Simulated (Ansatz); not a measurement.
W: energy along a strain

W, Im-3m, a = 3.154 Å. Ansatz: PBEsol, PAW, 420 eV, Γ-centred 26×26×26 mesh on 1 atom, Gaussian smearing 0.15 eV; no spin polarisation. Cell vectors (Å): -1.577 1.577 1.577; 1.577 -1.577 1.577; 1.577 1.577 -1.577. The cell is strained by x per cent times the pattern (0 1 0 0 0 0) in the order xx yy zz yz xz xy (engineering shears), with fractional coordinates held. y is the free energy over the start, V0 = 15.693 Å³/atom. Points with a strain past 8.5 % were computed too (3) and aren't used here.

| x (%) | y (meV/atom) |
| --- | --- |
| -7.50 | ? |
| -5.00 | 74.21 |
| -2.50 | 17.35 |
| 0.00 | 0.00 |
| 2.50 | 16.02 |
| 5.00 | 59.99 |
| 7.50 | 127.09 |

Task: Fit y = c2 x² + c3 x³ to the other rows, get the stiffness along the pattern, and predict the missing energy.

Result: Least squares on the rows shown. y = 2.6835 x² − 0.056562 x³. The clamped-ion stiffness p·C·p = 2 × 26.84 eV × 160.2 / 15.693 Å³ = 548 GPa, which is C22 in these axes (C11 of the cubic crystal). At x = -7.50 the fit asked for gives 174.81 meV/atom. The run gave 177.00 meV/atom, so the fit is 2.19 meV/atom too low, 1.2 % of the span of the series, against an rms of 0.15 meV/atom on the fitted rows. The row lies outside the fitted range. With a term in x⁴ added, a fit to the same known rows predicts 175.02 meV/atom, no real gain.

Spin–orbit coupling is left out, which can shift energies with elements as heavy as these.

Cost: 10 runs of about 0.96 core-minutes in all, on Intel Xeon 6975P-C (Granite Rapids) (shared hosts).